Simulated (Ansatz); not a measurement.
Nb:
```xyz
3
Lattice="4.8897 0.0000 0.0000 -2.4449 4.2346 0.0000 0.0000 0.0000 2.6780" Properties=species:S:1:pos:R:3 pbc="T T T"
Nb     0.0000     0.0000     0.0000
Nb     2.4449     1.4115     1.3390
Nb     0.0000     2.8231     1.3390
```

Relaxed with PBE. Special points in fractions of this cell's reciprocal vectors: Γ (0.000, 0.000, 0.000); M (0.500, 0.000, 0.000); K (0.333, 0.333, 0.000); A (0.000, 0.000, 0.500); L (0.500, 0.000, 0.500); H (0.333, 0.333, 0.500).

List the band energies nearest the Fermi level at these points for DFT-PBE in the program Ansatz with PAW potentials.

In eV from the Fermi level; about four levels below and three above (degenerate sets whole), none deeper than 8.9 eV; points with the same levels are listed once.

```csv
k,below,above
Γ,-1.20 -1.20 -1.20 -1.20 -1.03,0.60 0.60 2.93 2.93
M,-1.82 -1.56 -1.03 -0.92,1.45 2.00 3.00
K,-1.56 -0.33 -0.08 -0.08,2.63 2.66 2.66
A,-1.89 -0.76 -0.09 -0.09,1.13 1.13 3.60 3.60
L,-2.42 -1.18 -0.97 -0.63,0.83 0.86 1.71
H,-2.45 -2.45 -1.98 -1.98 -1.23,0.10 0.10 0.88 0.88
```

Space group P6/mmm. The start of the workflow was typed in or built on a structure type; neither database checked (COD, Materials Project) lists it. It is not the phase usual at ambient conditions (space group No. 229). The cell was relaxed with PBE under the symmetry of its start; whether a distortion lowers the energy is not shown. The run is not spin-polarised. Scalar-relativistic: spin–orbit coupling is off unless named, which matters more the heavier the elements.

Potentials: the earlier of the program's two PAW sets.
